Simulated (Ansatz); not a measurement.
A relaxation computed with Ansatz, from input to last step.

```yaml
crystal:
  lattice:
    - [-1.9488595897, 1.9488595897, 4.5351009333]
    - [1.9488595897, -1.9488595897, 4.5351009333]
    - [1.9488595897, 1.9488595897, -4.5351009333]
  atoms:
    - { symbol: Ca, position: [0.0, 0.0, 0.0] }
    - { symbol: P, position: [0.6249378373, 0.6249378373, 0.0] }
    - { symbol: P, position: [0.3750621627, 0.3750621627, 0.0] }
    - { symbol: Ru, position: [0.75, 0.25, 0.5] }
    - { symbol: Ru, position: [0.25, 0.75, 0.5] }
basis:
  ecutwfc: 420
kpoints:
  mp_grid: { grid: [12, 12, 12] }
hamiltonian:
  xc: pbesol
scf:
  occupations: { method: gaussian, width: 0.1 }
output:
  forces: true
  stress: true
  eigenvalues: true
  write_density: true
  write_potential: true
  elf: true
  volumetric_format: npy
relax:
  adjacent_minimum: "off"
  f_tol: 0.01
  max_steps: 30
  cell: { stress_tol: 0.1, fix: [volume] }
```

```bash
ansatz run input.yaml --threads 2 --pin off --max-ram 5120MiB --backend cpu --events-out ev --progress --plain --runs-dir out
```

The calculation used Ansatz, DFT PBEsol, scalar-relativistic, plane waves, PAW.

The volume is held at 0.88 times that of the relaxed cell.

Of 6 frames 5 are shown, positions in Å and forces in eV/Å; the SCF threshold varies from step to step. Steps run on the plane waves of an earlier cell, with a Pulay correction in the pressure. The basis is chosen afresh for the last frame, the zero of the energies, and at times for earlier ones too; energy and pressure can step there, also at an unchanged geometry. Where two frames share a geometry here, they differ by under 2 meV/atom and 0.3 GPa.

```xyz
5
Lattice="-1.9489 1.9489 4.5351 1.9489 -1.9489 4.5351 1.9489 1.9489 -4.5351" Properties=species:S:1:pos:R:3:forces:R:3 pbc="T T T" step=1 free_energy_over_end_meV_per_atom=1.31 pressure_GPa=24.89
Ca    0.0000    0.0000    0.0000    0.0000    0.0000    0.0000
P     0.0000    0.0000    5.6683    0.0000    0.0000   -0.4185
P     0.0000    0.0000    3.4019    0.0000    0.0000    0.4185
Ru    0.0000    1.9489    2.2675    0.0000    0.0000    0.0000
Ru    1.9489    0.0000    2.2675    0.0000    0.0000    0.0000
5
Lattice="-1.9500 1.9500 4.5296 1.9500 -1.9500 4.5296 1.9500 1.9500 -4.5296" Properties=species:S:1:pos:R:3:forces:R:3 pbc="T T T" step=2 free_energy_over_end_meV_per_atom=0.27 pressure_GPa=24.38
Ca    0.0000    0.0000    0.0000    0.0000    0.0000    0.0000
P     0.0000    0.0000    5.6539    0.0000    0.0000   -0.1786
P     0.0000    0.0000    3.4054    0.0000    0.0000    0.1786
Ru    0.0000    1.9500    2.2648    0.0000    0.0000    0.0000
Ru    1.9500    0.0000    2.2648    0.0000    0.0000    0.0000
5
Lattice="-1.9527 1.9527 4.5172 1.9527 -1.9527 4.5172 1.9527 1.9527 -4.5172" Properties=species:S:1:pos:R:3:forces:R:3 pbc="T T T" step=3 free_energy_over_end_meV_per_atom=0.01 pressure_GPa=23.97
Ca    0.0000    0.0000    0.0000    0.0000    0.0000    0.0000
P     0.0000    0.0000    5.6335    0.0000    0.0000   -0.0037
P     0.0000    0.0000    3.4009    0.0000    0.0000    0.0037
Ru    0.0000    1.9527    2.2586    0.0000    0.0000    0.0000
Ru    1.9527    0.0000    2.2586    0.0000    0.0000    0.0000
5
Lattice="-1.9516 1.9516 4.5225 1.9516 -1.9516 4.5225 1.9516 1.9516 -4.5225" Properties=species:S:1:pos:R:3:forces:R:3 pbc="T T T" step=4 free_energy_over_end_meV_per_atom=0.01 pressure_GPa=23.98
Ca    0.0000    0.0000    0.0000    0.0000    0.0000    0.0000
P     0.0000    0.0000    5.6393    0.0000    0.0000    0.0122
P     0.0000    0.0000    3.4057    0.0000    0.0000   -0.0122
Ru    0.0000    1.9516    2.2612    0.0000    0.0000    0.0000
Ru    1.9516    0.0000    2.2612    0.0000    0.0000    0.0000
5
Lattice="-1.9519 1.9519 4.5211 1.9519 -1.9519 4.5211 1.9519 1.9519 -4.5211" Properties=species:S:1:pos:R:3:forces:R:3 pbc="T T T" step=6 free_energy_over_end_meV_per_atom=0.00 pressure_GPa=23.99
Ca    0.0000    0.0000    0.0000    0.0000    0.0000    0.0000
P     0.0000    0.0000    5.6380    0.0000    0.0000   -0.0002
P     0.0000    0.0000    3.4042    0.0000    0.0000    0.0002
Ru    0.0000    1.9519    2.2605    0.0000    0.0000    0.0000
Ru    1.9519    0.0000    2.2605    0.0000    0.0000    0.0000
```

It took 71 s on 2 threads of Arm Neoverse V1 (shared host), peak memory 0.58 GiB.